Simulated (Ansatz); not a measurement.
Here is the system:

InPt$_{3}$:
```yaml
crystal:
  lattice:
    - [3.96437, 0.00000, 0.00000]
    - [0.00000, 3.96437, 0.00000]
    - [0.00000, 0.00000, 3.96437]
  atoms:
    - { symbol: In, position: [0.00000, 0.00000, 0.00000] }
    - { symbol: Pt, position: [0.00000, 0.50000, 0.50000] }
    - { symbol: Pt, position: [0.50000, 0.00000, 0.50000] }
    - { symbol: Pt, position: [0.50000, 0.50000, 0.00000] }
```

This is the LDA-relaxed structure.

Problem. All from LDA in the plane-wave PAW code Ansatz, unless another level is named. Estimate the density of states at the Fermi level.

Solution. 0.83 states/eV per atom (mean over ±0.08 eV).

Problem. And the formation energy from the elements (no fitted shifts)?

Solution. -384 meV/atom.

Space group Pm-3m (Cu3Au type). The workflow started from a Materials Project entry (that database holds measured and hypothetical structures alike); the Crystallography Open Database files this formula in space group No. 221, but the cells were not matched. Whether it is the stable phase at ambient conditions was not checked. The LDA relaxation kept the symmetry of its start; of distortions, only those at the zone centre were tested. No spin polarisation was allowed. The references are the lowest solids computed at this level, not always the standard phases. Scalar-relativistic: spin–orbit coupling is off unless named, which matters more the heavier the elements.

Potentials: the later of the program's two PAW sets.
